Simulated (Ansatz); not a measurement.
Values for one crystal, relaxed and computed with plane-wave PAW r²SCAN (Ansatz code); other levels are named.

- Volume per atom = 19.93 Å³
- Band gap = 1.08 eV (indirect)
- Valence-band maximum = at Y2 (k = 0.500, 0.000, 0.000 in fractions of the reciprocal vectors)
- Smallest direct gap on the standard path = 1.37 eV
- Conduction-band minimum = at E (k = 0.500, 0.500, 0.500 in fractions of the reciprocal vectors)

Question: Pick the material that matches.
A. AlGaAs2, R3m (Al on 3a, Ga on 3a, As on 3a, As on 3a)
B. TeAsRu, P2_1/c (Te on 4e, As on 4e, Ru on 4e)
C. K2TeOF4, Cmcm (Pearson symbol oS32)
D. KAsH2O4, Fdd2 (Pearson symbol oF64)

Answer: B, TeAsRu, P2_1/c (Te on 4e, As on 4e, Ru on 4e)

The workflow started from a Materials Project entry (that database holds measured and hypothetical structures alike); the Crystallography Open Database copy checked does not list it. Its standing as an ambient phase is unchecked. The cell was relaxed with r²SCAN under the symmetry of its start; whether a distortion lowers the energy is not shown. No spin polarisation was allowed. Scalar-relativistic: spin–orbit coupling is off unless named, which matters more the heavier the elements.

Potentials: the later of the program's two PAW sets.
